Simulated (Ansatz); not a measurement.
The elements of this relaxed trial crystal are hidden behind letters.

```
lattice vectors (Å)
   5.1790    0.0000    0.0000
   0.0000    5.1790    0.0000
   0.0000    0.0000    3.2989
fractional positions
X 0.2992 0.2992 0.0000
X 0.2008 0.7992 0.5000
X 0.7008 0.7008 0.0000
X 0.7992 0.2008 0.5000
Z 0.0000 0.0000 0.0000
Z 0.5000 0.5000 0.5000
```

These are results of DFT PBE, scalar-relativistic, plane waves, PAW in Ansatz, not measurements. Plane waves to 420 eV, an 8×8×12 mesh through Γ for the 6-atom cell and 0.10 eV Gaussian smearing; no spin polarisation.

- Space group: P4_2/mnm (No. 136)
- Conventional cell: a = 5.179 Å, c = 3.299 Å
- Volume per atom: 14.75 Å³
- Density: 4.00 g/cm³
- Energy over the elements: −0.25 eV/atom
- Gap on the 8×8×12 mesh of the 6-atom cell: 0 eV (a metal)

Energies are uncorrected and count from the elements' standard states at the same level.

**Question.** X is a d-block element of period 4 and Z is a p-block element of period 2. Which elements are they?

**Answer.** X = Ti, Z = B, so the formula is Ti2B, here in the anti-rutile type. Density times volume gives a mean mass of 4.00 × 14.75/1.6605 = 35.5 u per atom, and this set has 35.5 u. Among the elements that the hints allow, noble gases aside, only these give it. Around Ti lie 3 B at 2.19–2.21 Å, 9 Ti at 2.94–3.11 Å and 2 Ti at 3.30 Å; B has 6 Ti at 2.19–2.21 Å.

Symmetry constrained the relaxation, so the result can be a saddle point.
